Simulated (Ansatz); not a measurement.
input.yaml (Ansatz)

```yaml
crystal:
  lattice:
    - [2.5041696344, 0.0, 0.0]
    - [-1.2520848172, 2.1686745188, 0.0]
    - [0.0, 0.0, 4.5378957472]
  atoms:
    - { symbol: Cr, position: [0.3333333333, 0.6666666667, 0.25], spin: 1.5 }
    - { symbol: Cr, position: [0.6666666667, 0.3333333333, 0.75], spin: -1.5 }
hamiltonian:
  xc: blyp
  pseudopotentials:
    kind: paw
    azcp:
      Cr: "pseudopotentials/Cr.paw.azcp"
basis:
  ecutwfc: 420
  fft_grid_basis: typed
kpoints:
  mp_grid: { grid: [24, 24, 12], shift: [0, 0, 0] }
magnetization:
  spin_polarized: true
scf:
  occupations: { method: fermi_dirac, width: 0.05 }
output:
  write_density: true
  write_potential: true
  elf: true
  volumetric_format: npy
```

and its output:

```
Engine: ansatz 0.2.0, aarch64-unknown-linux-gnu
Pseudopotentials: kind: paw
Pseudopotential: Cr, paw, valence charge 14, recommended cutoff 420 eV (normal) 
Functional definition: BLYP
  parameter beta = 0.0042
  parameter a = 0.04918
  parameter b = 0.132
  parameter c = 0.2533
  parameter d = 0.349
  exchange = b88_x(beta = beta)
  correlation = lyp_c(a = a, b = b, c = c, d = d)
Crystal: 2 atoms, lattice volume = 24.644 Å³
Basis set: ecut = 420 eV, 489 PW (Γ), exchange–correlation on 36×36×64 points (8 copies of the dense FFT grid, shifted against one another)
Bands: 20, of which v1, the nominal top of the filled ones, is band 14 counted from 1 (13 counted from 0)
Symmetry: 12 space group operations
Space group: P-6m2 (ITA 187), of the structure as read, at distance tolerance 2.9e-5 Å
Magnetic group: BNS 194.267 (UNI 1497), of the structure as read, at distance tolerance 2.9e-5 Å
k-points: 427 of 6912 (time reversal used)
Non-local potential: Cr, projectors of the file, l = 0: 3, l = 1: 2, l = 2: 3, l = 3: 1
PAW form: soft (Blöchl's): semilocal exchange-correlation on the pseudo side does not see the compensation charge
PAW frozen core: Cr, regenerated for the run's functional, and the local potential with it (the file was generated under x = pbe(κ = 0.804, μ = 0.2195149727645171), c = pbe(β = 0.06672455060314922))
PAW one-centre angular grid: Cr, 590 points (default); XC on 64 Gauss nodes
Initial density: superposition of atomic densities (chi_scale 0.1, normalization cell)
Starting moments: Σ|m| = 3 μB on 2 of 2 sites
Starting magnetic order: antiferromagnet; an inversion exchanges its spin sublattices: spin-degenerate at every k-point
Initial wavefunctions: pseudopotential atomic-orbital guess
Functional: x = b88, c = lyp
SCF iter   1: F=—  HF=-6772.715186 eV  |F-HF|=—  |Δ(HF+E_count)|=         —  Δρ=1.45e-1 (↑1.45e-1 ↓1.45e-1)  dr2=8.88e0  dr2_m=2.28e0  M=-0.000 μB ∫|m|=0.402 μB  β_m=0.30  ethr=3.10e-3  ⟨swp⟩=3.4  Hψ=59809  notcnv=0  defer=6
Mixer restart at iter 1: flushing history
SCF iter   2: F=—  HF=-6769.567321 eV  |F-HF|=—  |Δ(HF+E_count)|=    3.15e0  Δρ=8.79e-2 (↑8.79e-2 ↓8.79e-2)  dr2=2.55e0  dr2_m=1.08e0  M=-0.000 μB ∫|m|=0.415 μB  β_m=0.49  ethr=3.10e-3  ⟨swp⟩=2.1  Hψ=38277  notcnv=0  defer=354
SCF iter   3: F=—  HF=-6768.402889 eV  |F-HF|=—  |Δ(HF+E_count)|=    1.16e0  Δρ=2.55e-2 (↑2.55e-2 ↓2.55e-2)  dr2=7.15e-2  dr2_m=1.21e-1  M=-0.000 μB ∫|m|=0.283 μB  β_m=0.67  ethr=3.10e-3  ⟨swp⟩=2.9  Hψ=33906  notcnv=0  defer=354
SCF iter   4: F=—  HF=-6768.416853 eV  |F-HF|=—  |Δ(HF+E_count)|=   1.40e-2  Δρ=5.53e-3 (↑5.53e-3 ↓5.53e-3)  dr2=3.22e-3  dr2_m=6.05e-3  M=0.000 μB ∫|m|=0.074 μB  β_m=0.83  ethr=2.55e-4  ⟨swp⟩=2.8  Hψ=37850  notcnv=0  defer=196
SCF iter   5: F=—  HF=-6768.420432 eV  |F-HF|=—  |Δ(HF+E_count)|=   3.58e-3  Δρ=1.44e-3 (↑1.43e-3 ↓1.44e-3)  dr2=1.25e-3  dr2_m=7.41e-5  M=0.000 μB ∫|m|=0.008 μB  β_m=0.77  ethr=1.15e-5  ⟨swp⟩=2.8  Hψ=32535  notcnv=0  defer=196
SCF iter   6: F=—  HF=-6768.420613 eV  |F-HF|=—  |Δ(HF+E_count)|=   1.81e-4  Δρ=2.52e-4 (↑2.27e-4 ↓2.52e-4)  dr2=2.11e-5  dr2_m=5.34e-6  M=0.000 μB ∫|m|=0.003 μB  β_m=0.88  ethr=4.47e-6  ⟨swp⟩=2.0  Hψ=25683  notcnv=0  defer=196
SCF iter   7: F=—  HF=-6768.420621 eV  |F-HF|=—  |Δ(HF+E_count)|=   8.95e-6  Δρ=2.01e-4 (↑2.01e-4 ↓1.43e-4)  dr2=4.15e-5  dr2_m=2.76e-7  M=0.000 μB ∫|m|=0.001 μB  β_m=0.88  ethr=7.52e-8  ⟨swp⟩=2.0  Hψ=21862  notcnv=0  defer=196
SCF iter   8: F=—  HF=-6768.420620 eV  |F-HF|=—  |Δ(HF+E_count)|=   1.64e-6  Δρ=1.14e-4 (↑9.09e-5 ↓1.14e-4)  dr2=1.34e-5  dr2_m=5.40e-8  M=-0.000 μB ∫|m|=0.000 μB  β_m=0.65  ethr=7.52e-8  ⟨swp⟩=2.0  Hψ=22209  notcnv=0  defer=196
SCF iter   9: F=—  HF=-6768.420619 eV  |F-HF|=—  |Δ(HF+E_count)|=   1.16e-6  Δρ=2.99e-5 (↑1.70e-5 ↓2.99e-5)  dr2=6.20e-7  dr2_m=2.03e-8  M=-0.000 μB ∫|m|=0.000 μB  β_m=0.82  ethr=4.79e-8  ⟨swp⟩=2.1  Hψ=20832  notcnv=0  defer=196
SCF iter  10: F=—  HF=-6768.420619 eV  |F-HF|=—  |Δ(HF+E_count)|=   4.13e-8  Δρ=4.34e-6 (↑4.34e-6 ↓4.19e-6)  dr2=2.98e-8  dr2_m=4.10e-11  M=-0.000 μB ∫|m|=0.000 μB  β_m=0.67  ethr=2.21e-9  ⟨swp⟩=2.1  Hψ=21309  notcnv=0  defer=196
SCF iter  11: F=—  HF=-6768.420619 eV  |F-HF|=—  |Δ(HF+E_count)|=  1.56e-10  Δρ=1.63e-6 (↑1.63e-6 ↓6.92e-7)  dr2=1.01e-9  dr2_m=1.33e-10  M=-0.000 μB ∫|m|=0.000 μB  β_m=0.84  ethr=1.06e-10  ⟨swp⟩=1.6  Hψ=18646  notcnv=0  defer=196
SCF iter  12: F=-6768.420619 eV  HF=-6768.420619 eV  |F-HF|=1.33e-10  |Δ(HF+E_count)|=  5.28e-10  Δρ=3.40e-7 (↑3.40e-7 ↓2.27e-7)  dr2=1.54e-10  dr2_m=2.67e-12  M=-0.000 μB ∫|m|=0.000 μB  ethr=3.59e-12  ⟨swp⟩=1.9  Hψ=47182  notcnv=0
SCF 1 converged in 12 iterations: F = -6768.420619 eV  dr2 = 1.54e-10
WARN: the starting moments were not kept: the SCF closed with an absolute magnetisation of 5.7e-6 μB, where they sum to 3 μB in size (2 sites). That is at most 0.1 of that sum. Measured as dr2_m measures the in/out step, that magnetisation stands 1.1e-11 eV from none, at or under the dr2_threshold of 1.0e-7 eV: it is no larger than a step whose dr2_m would equal this threshold. The system may hold no moment; this SCF shows only that its start led to no more than that. To try another start: raise the starting moments (crystal.atoms[].spin, magnetization.per_species, magnetization.initial_magnetization, or on a non-collinear deck that types none of these the spinor_matrix: blocks that start its atoms; where the total moment is fixed, keep their sum and leave initial_magnetization as it is; typed ones take the place of any that the run laid by itself, positive ones on a crystal's lanthanoids without a Hubbard term where scf.initial_density.shell_occupations: [] is typed) or, if the notice of its spin-set hold's release reads "site moments contracting" or "site moments show no strong build", lengthen the hold (scf.mixing.spin_hold: { on: { confirm: 4 } }; for m-r²SCAN on two components see the key's manual first). Each may lead to a state that holds a moment. A second SCF, from the converged charge density, with the starting moments and any scf.initial_density.shell_occupations laid on it anew, would have followed, and was not run: the deck does not ask for one (magnetization.retry_lost_moments is false, the default). To let it run, set magnetization.retry_lost_moments: true and run the deck again, where that key's refused combinations let it; where memory then withholds it, that run's warning says so.
SCF converged after 12 iterations
Magnetization: -0.0000 μB (14.0000 up, 14.0000 down)
Absolute magnetization: 0.0000 μB (∫|ρ↑−ρ↓|, with the PAW one-centre terms)
Spin contamination: 0.0000 ħ² per cell (⟨S²⟩ above its minimum at these occupations)
Per-site moments (μB) at R_I (Å): [(-2.4201540085548567e-6, 1.0329699741957181), (2.3467441349207427e-6, 1.0329699741957181)]
Free energy (F): -6768.420619 eV
Harris-Foulkes:  -6768.420619 eV  (|F-HF|=1.33e-10)
Internal energy: -6768.394250 eV  (E = F + TS)
E sigma→0 (E₀):  -6768.407434 eV
Entropy (-TS):   -0.026369 eV (-13.184 meV/atom)
Fermi energy:    18.347789 eV
--- Per-component energies (eV) ---
  E_band       = -308.240785
  E_kinetic    = 686.750512
  E_local      = -2488.220315  (includes V_loc(G=0)·N_el)
  E_nonlocal   = 158.587093
  E_hartree    = 1082.248905
  E_xc         = -275.555337
  E_vxc        = -350.612250  (∫ρ·V_xc dr)
  E_paw        = -2408.968902  (= ΣΔE_a)
  E_vpaw       = -479.244616  (= ΣTr[D̂ρ^β])
  E_aug_tail   = 0.000768  (compensation charges beyond the density's cutoff)
  E_ewald      = -3523.266555
  E_core_change = 0.029581  (= ΣΔE_core)
  E_smearing   = -0.026369  (= −TS)
  E_closure    = 0.000000  (closes the sum)
  Σ components = -6768.420619   (vs F -6768.420619, Δ=0.00e0)
--- Band table (eV; the first three rows and the last of 854) ---
  k-point 0 ↑: bands = ["-53.0794", "-52.9809", "-24.7903", "-24.2113", "-24.0089", "-24.0089", "-23.9554", "-23.9554", "11.0409", "14.3851", "17.0286", "17.9889", "17.9889", "18.1645", "18.2809", "18.2809", "19.4023", "19.4023", "20.4153", "20.4153"]
  k-point 1 ↑: bands = ["-53.0777", "-52.9826", "-24.7806", "-24.2214", "-24.0080", "-24.0080", "-23.9563", "-23.9563", "11.1001", "14.3609", "17.0116", "17.9842", "17.9842", "18.0251", "18.2685", "18.2685", "19.4303", "19.4303", "20.4070", "20.4070"]
  k-point 2 ↑: bands = ["-53.0728", "-52.9875", "-24.7524", "-24.2511", "-24.0053", "-24.0053", "-23.9590", "-23.9590", "11.2754", "14.2764", "16.9634", "17.6789", "17.9737", "17.9737", "18.2336", "18.2336", "19.5089", "19.5089", "20.3806", "20.3806"]
  k-point 426 ↓: bands = ["-52.8609", "-52.8609", "-24.6154", "-24.6154", "-24.5304", "-24.5304", "-24.2803", "-24.2803", "16.2009", "16.2009", "16.3000", "16.3001", "17.2623", "17.2623", "18.6290", "18.6290", "20.3786", "20.3786", "26.4930", "26.4930"]
```
